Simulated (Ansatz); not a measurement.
Course of a relaxation: Bi3H8

Recipe of this trial structure of Bi3H8: random cell by space group and Wyckoff sites (P4mm, No. 99). The dimensions are guesses.

```
Bi H
1.0
     4.21777    0.00000    0.00000
     0.00000    4.21777    0.00000
     0.00000    0.00000    5.24155
Bi H
3 8
Direct
  0.50000 0.00000 0.42564
  0.00000 0.50000 0.42564
  0.00000 0.00000 0.61434
  0.62816 0.17273 0.08845
  0.37184 0.82727 0.08845
  0.82727 0.62816 0.08845
  0.17273 0.37184 0.08845
  0.62816 0.82727 0.08845
  0.37184 0.17273 0.08845
  0.82727 0.37184 0.08845
  0.17273 0.62816 0.08845
```

The calculation used DFT PBE, scalar-relativistic, plane waves, PAW (Ansatz 0.2.0). Cutoff 420 eV, Gaussian smearing, Γ-centred meshes. Cell and atoms relax first on a coarse mesh and then on a finer one. In between, the cell is made exact in the group found at 0.06 Å. In metals the finer mesh still leaves noise of several meV/atom or more. The steps can't lower the symmetry of their start. No spin polarisation.

Steps on the 4×4×4 mesh (11 atoms, 26 steps). The free energy counts from the last step; some steps are skipped; the plane-wave basis is renewed at times, which shifts energy and pressure.

| step | ΔF (meV/atom) | V (Å³/atom) | P (GPa) | largest force component (eV/Å) |
| --- | --- | --- | --- | --- |
| 1 | 2319.5 | 8.48 | 107.05 | 23.034 |
| 3 | 1058.7 | 9.79 | 40.01 | 9.301 |
| 5 | 383.8 | 11.27 | 14.76 | 2.333 |
| 7 | 163.8 | 14.04 | 1.62 | 0.230 |
| 9 | 158.6 | 14.41 | 0.07 | 0.175 |
| 11 | 158.3 | 14.41 | 0.13 | 0.009 |
| 13 | 69.7 | 15.35 | 3.08 | 0.109 |
| 14 | 50.2 | 16.25 | 1.88 | 0.054 |
| 16 | 30.2 | 17.56 | 0.70 | 0.042 |
| 18 | 27.0 | 18.44 | 0.02 | 0.171 |
| 20 | 14.1 | 18.34 | 0.58 | 0.018 |
| 22 | 6.0 | 19.27 | 0.40 | 0.058 |
| 24 | 3.4 | 20.60 | 0.04 | 0.006 |
| 26 | 0.0 | 20.85 | 0.05 | 0.006 |

The relaxed structure, after a last relaxation on the converged mesh:

```yaml
crystal:
  lattice:
    - [4.99610, 0.00000, 0.00000]
    - [0.00000, 4.99610, 0.00000]
    - [0.00000, 0.00000, 10.13225]
  atoms:
    - { symbol: Bi, position: [0.50000, 0.00000, 0.48792] }
    - { symbol: Bi, position: [0.00000, 0.50000, 0.48792] }
    - { symbol: Bi, position: [0.00000, 0.00000, 0.67912] }
    - { symbol: H, position: [0.69718, 0.19742, 0.06479] }
    - { symbol: H, position: [0.30282, 0.80258, 0.06479] }
    - { symbol: H, position: [0.80258, 0.69718, 0.06479] }
    - { symbol: H, position: [0.19742, 0.30282, 0.06479] }
    - { symbol: H, position: [0.69718, 0.80258, 0.06479] }
    - { symbol: H, position: [0.30282, 0.19742, 0.06479] }
    - { symbol: H, position: [0.80258, 0.30282, 0.06479] }
    - { symbol: H, position: [0.19742, 0.69718, 0.06479] }
```

The symmetry stays P4mm (No. 99). The volume per atom grows by 171.2 %, from 8.5 to 23.0 Å³. The shortest distance goes from 1.08 Å (H–H) to 0.74 Å (H–H). The ratio c/a of the conventional cell changes by a factor of 1.63. The energy falls by about 2.3 eV/atom (the start's value is from the coarse mesh). Bi on a site of symmetry 2mm has 2 Bi at 3.16 Å and 4 Bi at 3.53 Å; around Bi on a site of symmetry 4mm lie 4 Bi at 3.16 Å; around H lies 1 H at 0.74 Å.

* Volume per atom: 23.0 Å³
* Density: 4.2 g/cm³
* Formation energy: +0.12 eV/atom
* Gap on the 8×8×4 mesh of the 11-atom cell: 0 eV (a metal)

The zero of energy is the elements' standard structures at the same level (H₂ as a molecule); no fitted shifts are applied.

The last run used Gaussian smearing of 0.10 eV. Weakly bound directions are ill-defined at this level, which has no dispersion term. These runs have no spin–orbit coupling, which can matter for Bi. The cell is a metal run without spin; a magnetic state may lie lower. With hydrogen, zero-point motion can shift formation energies by some tens of meV/atom. A structure relaxed within its symmetry needn't be a true minimum. In all, the 4 runs took 13 min on 1 thread of Arm Neoverse V2, on a shared host.
